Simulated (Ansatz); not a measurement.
## Is this IrRh₅ structure a true minimum?

The cell was found from a structure generator's guess, not taken from experiment.

Theory: DFT PBE, scalar-relativistic, plane waves, PAW in Ansatz. Settings: cutoff 420 eV, Γ-centred mesh 14×14×4 on the computed 6-atom cell, Gaussian smearing of 0.10 eV; no spin polarisation.

The cell below (6 atoms, space group P4/mmm (No. 123)) is relaxed within its symmetry.

```yaml
crystal:
  lattice:
    - [2.71357, 0.00000, 0.00000]
    - [0.00000, 2.71357, 0.00000]
    - [0.00000, 0.00000, 11.50638]
  atoms:
    - { symbol: Ir, position: [0.00000, 0.00000, 0.00000] }
    - { symbol: Rh, position: [0.00000, 0.00000, 0.66546] }
    - { symbol: Rh, position: [0.50000, 0.50000, 0.83398] }
    - { symbol: Rh, position: [0.50000, 0.50000, 0.16602] }
    - { symbol: Rh, position: [0.00000, 0.00000, 0.33454] }
    - { symbol: Rh, position: [0.50000, 0.50000, 0.50000] }
```

For the test a repeat of it with 12 atoms (edges 2.71, 5.43, 11.51 Å) was strained at random (σ = 1.5 % a component), the atoms were moved at random (σ = 0.10 Å), and all was relaxed again on a coarse 8×4×2 mesh (in the run’s order of axes) with 0.20 eV smearing, with no symmetry imposed.

Spin–orbit coupling, which can matter for Ir, is left out.

Task: What happens?

Result: It returns, within 1 meV/atom of the unmoved cell on that mesh and with the same symmetry when read at 0.1 Å. So it is stable against the distortions that fit this cell and that this random move excites. Modes that don't fit the cell aren't tested.
